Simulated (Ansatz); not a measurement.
Cu Kα1 powder pattern (kinematic, no thermal factors).
```json
{"2θ (°)": "19.19", "relative intensity": "3", "assignment": "1 0 0"}
{"2θ (°)": "27.27", "relative intensity": "3", "assignment": "1 1 0"}
{"2θ (°)": "33.56", "relative intensity": "100", "assignment": "1 1 1"}
{"2θ (°)": "38.94", "relative intensity": "50", "assignment": "2 0 0"}
{"2θ (°)": "43.76", "relative intensity": "2", "assignment": "2 1 0"}
{"2θ (°)": "48.19", "relative intensity": "1", "assignment": "2 1 1"}
{"2θ (°)": "56.25", "relative intensity": "35", "assignment": "2 2 0"}
{"2θ (°)": "67.12", "relative intensity": "41", "assignment": "3 1 1"}
{"2θ (°)": "70.53", "relative intensity": "12", "assignment": "2 2 2"}
{"2θ (°)": "83.62", "relative intensity": "6", "assignment": "4 0 0"}
```

The pattern is computed from a structure relaxed with Ansatz, DFT PBE, scalar-relativistic, plane waves, PAW. No spin polarisation. Its elements are Rh, Yb.

**Question.** Give the structure.

**Answer.** Yb₃Rh.
Space group Pm-3m (No. 221). a = 4.622 Å, b = 4.622 Å, c = 4.622 Å, α = 90.00°, β = 90.00°, γ = 90.00°
```tsv
atom	site	symmetry	x	y	z
Yb	3c	4/mm.m	0.0000	0.5000	0.5000
Rh	1a	m-3m	0.0000	0.0000	0.0000
```

A pattern alone doesn't exclude other cells with like lines; this is the one computed.

The structure comes from a generated guess; another structure or a mixture of phases may lie lower. The 4f shell has no Hubbard U here.
